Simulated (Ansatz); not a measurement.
W (bcc (W type)), relaxed and computed with several functionals in Ansatz (plane waves, PAW).

```
functional  a (Å)
----------  -----
PBEsol      3.154
PBE         3.184
LDA         3.136
PBE+D3(BJ)  3.159
r²SCAN          ?
r²SCAN+D4   3.162
```

Task: Fill in the missing entries.

Result: 
- r²SCAN, a (Å): 3.168

All cells were relaxed under the symmetry of their starts (and spin orders); stability against distortions was not tested throughout. Rows with no word on spin ran without spin polarisation. Spin–orbit coupling is left out wherever it is not named.

Potentials: the later of the program's two PAW sets.

Ansatz (an electronic-structure program) is a plane-wave DFT program.
